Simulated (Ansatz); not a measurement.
Ansatz (a quantum-chemistry and plane-wave program) input:

Ansatz 0.2 input:
```yaml
crystal:
  lattice:
    - [0.0, 2.656567561, 2.656567561]
    - [2.656567561, 0.0, 2.656567561]
    - [2.656567561, 2.656567561, 0.0]
  atoms:
    - { symbol: Ta, position: [0.0, 0.0, 0.0] }
    - { symbol: W, position: [0.5, 0.5, 0.5] }
kpoints:
  mp_grid: { grid: [10, 10, 10] }
  band_path:
    path:
      - [[0.0, 0.0, 0.0], [0.5, 0.0, 0.5], [0.625, 0.25, 0.625]]  # Γ-X-U
      - [[0.375, 0.375, 0.75], [0.0, 0.0, 0.0], [0.5, 0.5, 0.5], [0.5, 0.25, 0.75], [0.5, 0.0, 0.5]]  # K-Γ-L-W-X
    npoints: 12
basis: { xc_grid: 2 }
hamiltonian:
  xc: pbesol
  pseudopotentials: { azcp: { folder: ./paw }, kind: paw_fr }
magnetization: { noncollinear: true, spin_orbit: true }
scf:
  n_extra_bands: 13
  convergence: { dr2_threshold: 0.0000000001 }
  occupations: { method: gaussian, width: 0.05 }
output: { eigenvalues: true }
```

Output (shortened):

```
Pseudopotential: Ta, paw, valence charge 13
Pseudopotential: W, paw, valence charge 14
Functional definition: PBEsol
non-collinear run that drives no moment, with spin-orbit …
Crystal: 2 atoms, lattice volume = 37.497 Å³
Basis set: ecut = 420 eV, 725 PW (Γ), exchange–correlation on 54×54×54 points (8 copies of the dense FFT grid, shifted against one another)
Bands: 40, of which v1, the nominal top of the filled ones, is band 27 counted from 1 (26 counted from 0)
Symmetry: 48 space group operations + 48 with time reversal
k-points: 47 of 1000
Projection manifold: j_resolved (fully-relativistic pseudo-atomic orbitals)
SCF iter   1: F=—  HF=-20109.789873 eV  |F-HF|=—  |Δ(HF+E_count)|=         —  Δρ=9.27e-2  dr2=5.17e0  dr2_m=0.00e0 (ungated)  ethr=3.10e-3  |M|=0.00e0 ∫|m|=0.00e0 μB  |m|>n=0.0e0 m-floor=0.0e0 τ_xc=0.0e0  β_m=0.30  ⟨swp⟩=6.3  Hψ=4401  notcnv=0  defer=14
preconditioner: auto → none
SCF iter   2: F=—  HF=-20109.078042 eV  |F-HF|=—  |Δ(HF+E_count)|=   7.12e-1  Δρ=4.92e-2  dr2=1.36e0  dr2_m=0.00e0 (ungated)  ethr=3.10e-3  |M|=0.00e0 ∫|m|=0.00e0 μB  |m|>n=0.0e0 m-floor=0.0e0 τ_xc=0.0e0  β_m=0.26  ⟨swp⟩=2.9  Hψ=1910  notcnv=0  defer=328
SCF iter   3: F=—  HF=-20108.827110 eV  |F-HF|=—  |Δ(HF+E_count)|=   2.51e-1  Δρ=2.72e-2  dr2=1.29e-1  dr2_m=0.00e0 (ungated)  ethr=3.10e-3  |M|=0.00e0 ∫|m|=0.00e0 μB  |m|>n=0.0e0 m-floor=0.0e0 τ_xc=0.0e0  β_m=0.59  ⟨swp⟩=2.0  Hψ=1154  notcnv=0  defer=328
SCF iter   4: F=—  HF=-20108.799703 eV  |F-HF|=—  |Δ(HF+E_count)|=   2.74e-2  Δρ=6.47e-3  dr2=2.21e-2  dr2_m=0.00e0 (ungated)  ethr=4.78e-4  |M|=0.00e0 ∫|m|=0.00e0 μB  |m|>n=0.0e0 m-floor=0.0e0 τ_xc=0.0e0  β_m=0.79  ⟨swp⟩=2.2  Hψ=1471  notcnv=0  defer=328
SCF iter   5: F=—  HF=-20108.793415 eV  |F-HF|=—  |Δ(HF+E_count)|=   6.29e-3  Δρ=2.29e-3  dr2=2.53e-3  dr2_m=0.00e0 (ungated)  ethr=8.18e-5  |M|=0.00e0 ∫|m|=0.00e0 μB  |m|>n=0.0e0 m-floor=0.0e0 τ_xc=0.0e0  β_m=0.68  ⟨swp⟩=2.0  Hψ=1436  notcnv=0  defer=326
SCF iter   6: F=—  HF=-20108.792475 eV  |F-HF|=—  |Δ(HF+E_count)|=   9.40e-4  Δρ=6.59e-4  dr2=2.07e-4  dr2_m=0.00e0 (ungated)  ethr=9.39e-6  |M|=0.00e0 ∫|m|=0.00e0 μB  |m|>n=0.0e0 m-floor=0.0e0 τ_xc=0.0e0  β_m=0.81  ⟨swp⟩=2.1  Hψ=1173  notcnv=0  defer=322
SCF iter   7: F=—  HF=-20108.792397 eV  |F-HF|=—  |Δ(HF+E_count)|=   7.83e-5  Δρ=8.25e-5  dr2=3.42e-6  dr2_m=0.00e0 (ungated)  ethr=7.67e-7  |M|=0.00e0 ∫|m|=0.00e0 μB  |m|>n=0.0e0 m-floor=0.0e0 τ_xc=0.0e0  β_m=0.87  ⟨swp⟩=2.2  Hψ=1161  notcnv=0  defer=322
SCF iter   8: F=—  HF=-20108.792395 eV  |F-HF|=—  |Δ(HF+E_count)|=   1.93e-6  Δρ=6.76e-6  dr2=1.98e-8  dr2_m=0.00e0 (ungated)  ethr=1.27e-8  |M|=0.00e0 ∫|m|=0.00e0 μB  |m|>n=0.0e0 m-floor=0.0e0 τ_xc=0.0e0  β_m=0.94  ⟨swp⟩=2.1  Hψ=1248  notcnv=0  defer=322
SCF iter  10: F=-20108.792395 eV  HF=-20108.792395 eV  |F-HF|=0.00e0  |Δ(HF+E_count)|=  2.15e-10  Δρ=1.08e-7  dr2=6.14e-12  dr2_m=0.00e0 (ungated)  ethr=1.00e-12  |M|=0.00e0 ∫|m|=0.00e0 μB  |m|>n=0.0e0 m-floor=0.0e0 τ_xc=0.0e0  ⟨swp⟩=7.9  Hψ=3113  notcnv=0
SCF 1 converged in 10 iterations: F = -20108.792395 eV  dr2 = 6.14e-12
NSCF: frozen V_eff on 74 k-points
SCF converged after 10 iterations
Magnetization: |M| = 0.0000 μB,  M = (+0.0000, +0.0000, +0.0000) μB
Absolute magnetization: 0.0000 μB (∫|m|)
  site 0: m = (+0.0000, +0.0000, +0.0000) μB, |m| = 0.0000 μB  (R = 1.10 Å)
  site 1: m = (+0.0000, +0.0000, +0.0000) μB, |m| = 0.0000 μB  (R = 1.10 Å)
Free energy (F): -20108.792395 eV
Harris-Foulkes:  -20108.792395 eV  (|F-HF|=0.00e0)
Internal energy: -20108.790411 eV  (E = F + TS)
E sigma→0 (E₀):  -20108.791403 eV
Entropy (-TS):   -0.001983 eV (-0.992 meV/atom)
Fermi energy:    17.851911 eV
--- Per-component energies (eV) ---
  E_band       = -264.502185
  E_kinetic    = 813.279623
  E_local      = -1344.764067  (includes V_loc(G=0)·N_el)
  E_nonlocal   = -32.748451
  E_hartree    = 516.002121
  E_xc         = -581.630444
  E_vxc        = -460.818800  (∫ρ·V_xc dr)
  E_paw        = -16674.134619  (= ΣΔE_a)
  E_vpaw       = -271.454989  (= ΣTr[D̂ρ^β])
  E_aug_tail   = 0.000214  (compensation charges beyond the density's cutoff)
  E_ewald      = -2805.240631
  E_core_change = 0.445842  (= ΣΔE_core)
  E_smearing   = -0.001983  (= −TS)
  E_closure    = 0.000000  (closes the sum)
  Σ components = -20108.792395   (vs F -20108.792395, Δ=0.00e0)
  [band-id]    e_kinetic+e_local+e_nonlocal+2·e_hartree+e_vxc+e_vpaw+e_augmentation_tail = -264.502228   (vs E_band -264.502185, Δ=-4.33e-5)
--- Band table (eV; the first three rows and the last of 47) ---
  k-point 0: bands = ["-55.4553", "-55.4553", "-49.4444", "-49.4444", "-26.9477", "-26.9477", "-22.3641", "-22.3641", "-17.2402", "-17.2402", "-17.2402", "-17.2402", "-13.5753", "-13.5753", "-13.5753", "-13.5753", "9.8321", "9.8321", "14.2638", "14.2638", …
  k-point 1: bands = ["-55.4548", "-55.4548", "-49.4446", "-49.4446", "-26.9472", "-26.9472", "-22.3694", "-22.3694", "-17.2386", "-17.2386", "-17.2351", "-17.2351", "-13.5970", "-13.5970", "-13.5903", "-13.5903", "10.0796", "10.0796", "14.4072", "14.4072", …
  k-point 2: bands = ["-55.4536", "-55.4536", "-49.4451", "-49.4451", "-26.9458", "-26.9458", "-22.3831", "-22.3831", "-17.2346", "-17.2346", "-17.2216", "-17.2216", "-13.6535", "-13.6535", "-13.6298", "-13.6298", "10.7946", "10.7946", "14.5454", "14.5454", …
  k-point 46: bands = ["-55.4496", "-55.4496", "-49.4450", "-49.4450", "-26.9573", "-26.9573", "-22.4662", "-22.4662", "-17.2761", "-17.2761", "-17.2064", "-17.2064", "-13.6896", "-13.6896", "-13.6478", "-13.6478", "13.9974", "13.9974", "14.4765", "14.4765", …
```

Cost: about 21 core-seconds (a rough figure) on shared cores.

Space group Fm-3m (rock salt). The start of the workflow was typed in or built on a structure type; neither database checked (COD, Materials Project) lists it. Its standing as an ambient phase is unchecked. The cell was relaxed with PBEsol under the symmetry of its start. At this level the phase is mechanically unstable. The run is not spin-polarised. Its formation energy is positive at this level, so the cell may be metastable or incomplete.

Potentials: the earlier of the program's two PAW sets. The files were generated under PBE; for other functionals the program regenerates the frozen cores, and for LDA and PBEsol the local potential too.

Ansatz is a plane-wave DFT program.
